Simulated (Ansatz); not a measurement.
Input:

Cu (fcc, Cu type)

```cif
data_Cu4
_chemical_formula_sum 'Cu4'
_space_group_name_H-M_alt 'Fm-3m'
_space_group_IT_number 225
_space_group_name_Hall '-F 4 2 3'
_cell_length_a 3.62881
_cell_length_b 3.62881
_cell_length_c 3.62881
_cell_angle_alpha 90.000
_cell_angle_beta 90.000
_cell_angle_gamma 90.000
loop_
_atom_site_label
_atom_site_type_symbol
_atom_site_symmetry_multiplicity
_atom_site_Wyckoff_symbol
_atom_site_fract_x
_atom_site_fract_y
_atom_site_fract_z
_atom_site_occupancy
Cu1 Cu 4 a 0.00000 0.00000 0.00000 1
```
(The calculation used a cell of 1 atom; values per cell refer to that cell.)

E(V) scan at fixed shape, V₀ the volume above. Symmetry pins the atoms to their sites.

Level of theory: PBE (plane waves to 420 eV, PAW, scalar-relativistic; Ansatz, a quantum-chemistry and plane-wave program). k mesh 22×22×22 (Γ-centred), Fermi-Dirac smearing 0.05 eV. E stands for the smeared free energy. Stress and pressure are positive under compression. Cu is run without spin polarisation. Cu was relaxed with its symmetry unable to fall. The PAW data are Ansatz's earlier set. The zero of ΔE is the relaxed starting cell.

The scan covers V/V₀ from 0.900 to 1.100 in 9 points.

### Question
What pressure does the cell carry at V/V₀ = 0.900?

### Answer
19.4 GPa.

### Question
What is ΔE at V/V₀ = 1.100?

### Answer
43 meV/atom.

### Question
What is ΔE at V/V₀ = 0.900?

### Answer
65 meV/atom.

(A scan under strain: stresses follow from slopes of the energy per volume, elastic moduli from its curvatures.)
